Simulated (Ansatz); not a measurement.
CuI (zinc blende)

```xyz
4
Lattice="0.0000 6.0793 6.0793 3.0397 0.0000 3.0397 3.0397 3.0397 0.0000" Properties=species:S:1:pos:R:3 pbc="T T T"
I      4.5595     4.5595     4.5595
I      4.5595     7.5992     7.5992
Cu     0.0000     0.0000     0.0000
Cu     3.0397     6.0793     3.0397
```

The atoms are displaced by Q × the pattern below (from a DFPT mode at L = (0.5, 0.0, 0.0), largest move 1; Q in Å), at fixed cell. It is one choice among 2 degenerate patterns. (q is in reciprocal vectors of the primitive cell; the cell shown is doubled to hold the pattern.)

```
atom       x       y       z
----  ------  ------  ------
I1    -0.174   0.318  -0.492
I2     0.174  -0.318   0.492
Cu3   -0.285   0.520  -0.805
Cu4    0.285  -0.520   0.805
```

Calculation: PBE (plane waves to 420 eV, PAW, scalar-relativistic; Ansatz, a quantum-chemistry and plane-wave program). k mesh 9×9×9 (Γ-centred), Fermi-Dirac smearing 0.05 eV. The energy includes the smearing's −TS. CuI is run without spin polarisation. CuI was relaxed with its symmetry unable to fall. Spin-orbit coupling is left out, though I is heavy. ΔE is measured from the undisplaced structure.

| Q (Å) | ΔE (meV/cell) |
|---|---|
| -0.1000 | withheld |
| -0.0833 | 47.1 |
| -0.0667 | 29.9 |
| -0.0500 | 16.7 |
| -0.0333 | 7.4 |
| -0.0167 | 1.8 |
| 0.0000 | 0.0 |
| 0.0167 | 1.8 |
| 0.0333 | 7.4 |
| 0.0500 | 16.7 |
| 0.0667 | 29.9 |
| 0.0833 | 47.1 |
| 0.1000 | withheld |

Problem. Fit an even polynomial form (powers 2, 4) to the given rows and predict ΔE at Q = -0.1000.

Solution. Least squares on the 11 given rows: ΔE = (6615)·Q² + (24770)·Q⁴, in meV/cell with Q in Å; root-mean-square residual 0.03 meV/cell. At -0.1000 the fit gives 68.6 meV/cell; the calculation gives 68.6 meV/cell, the same to the digits shown. The quadratic term alone would give 66.2 meV/cell.

(For displaced atoms, the force is minus the slope of the energy, and its curvature is a force constant, which sets phonon frequencies.)
